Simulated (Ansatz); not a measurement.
Li:
```
CELL_PARAMETERS angstrom
      2.99091     0.00000     0.00000
     -1.49545     2.59020     0.00000
      0.00000     0.00000     4.89512
ATOMIC_POSITIONS crystal
  Li 0.33333 0.66667 0.25000
  Li 0.66667 0.33333 0.75000
```

Relaxed with LDA. Special points in fractions of this cell's reciprocal vectors: Γ (0.000, 0.000, 0.000); M (0.500, 0.000, 0.000); K (0.333, 0.333, 0.000); A (0.000, 0.000, 0.500); L (0.500, 0.000, 0.500); H (0.333, 0.333, 0.500).

Q: List the band energies nearest the Fermi level at these points for plane-wave PAW LDA (Ansatz code).

A: In eV from the Fermi level; about four levels below and three above (degenerate sets whole), none deeper than 8.9 eV; … stands for higher levels left out; points with the same levels are listed once.

```
k        below                above
-  -----------  -------------------
Γ  -3.58 -0.06     3.16 12.87 12.87
M        -0.10       1.13 4.83 6.08
K            –       1.33 2.34 2.34
A  -2.46 -2.46          8.28 8.28 …
L            –  0.68 0.68 3.75 3.75
H            –  2.22 2.22 2.85 2.85
```

Space group P6_3/mmc (hcp (Mg type)). The workflow started from a Materials Project entry (that database holds measured and hypothetical structures alike); the Crystallography Open Database files this formula in space group No. 194, but the cells were not matched. It is not the phase usual at ambient conditions (space group No. 229). Symmetry was held in the LDA relaxation; whether a distortion lowers the energy is not shown.

Potentials: the earlier of the program's two PAW sets.
